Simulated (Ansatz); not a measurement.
The elements of this relaxed trial crystal are hidden behind letters.

```
lattice vectors (Å)
   4.4812    0.0000    0.0000
   0.0000    4.4812    0.0000
   0.0000    0.0000    5.0104
fractional positions
X 0.5000 0.5000 0.6160
Z 0.0000 0.0000 0.1865
Z 0.5000 0.5000 0.1116
Z 0.5000 0.0000 0.8633
Z 0.0000 0.5000 0.8633
Q 0.0000 0.0000 0.6751
Q 0.5000 0.0000 0.3421
Q 0.0000 0.5000 0.3421
```

These are results of DFT PBE, scalar-relativistic, plane waves, PAW (Ansatz), not measurements. Cutoff 420 eV, Γ-centred 8×8×8 mesh (8-atom cell), Gaussian smearing of 0.10 eV, no spin polarisation.

```
Space group                              : P4mm (No. 99)
Conventional cell                        : a = 4.481 Å, c = 5.010 Å
Volume per atom                          : 12.58 Å³
Density                                  : 5.55 g/cm³
Energy over the elements                 : −0.39 eV/atom
Gap on the 8×8×8 mesh of the 8-atom cell : 0 eV (a metal)
```

Energies are uncorrected and count from the elements' standard states at the same level.

Question: X is a d-block element of period 4, Z is a p-block element of period 3 and Q is a d-block element of period 4. Which elements are they?

Answer: X = Ti, Z = Si, Q = Ni, so the formula is TiSi4Ni3. Density times volume gives a mean mass of 5.55 × 12.58/1.6605 = 42.0 u per atom, and this set has 42.0 u. Ti is surrounded by 6 Si at 2.48–2.56 Å, 4 Ni at 2.63 Å and 4 Ni at 3.18 Å; Si on a site of symmetry 4mm is surrounded by 6 Ni at 2.37–2.56 Å and 4 Si at 2.76 Å; Ni on a site of symmetry 4mm has 6 Si at 2.43–2.56 Å, 4 Ni at 2.79 Å and 4 Ti at 3.18 Å; 3 more sites not described. Other sets within the hints have nearly the same mass, so mass alone doesn't settle it; this one was computed.

Trial moments died out on the coarse mesh, so the last step has no spin; another magnetic start might hold. Symmetry constrained the relaxation, so the result can be a saddle point.
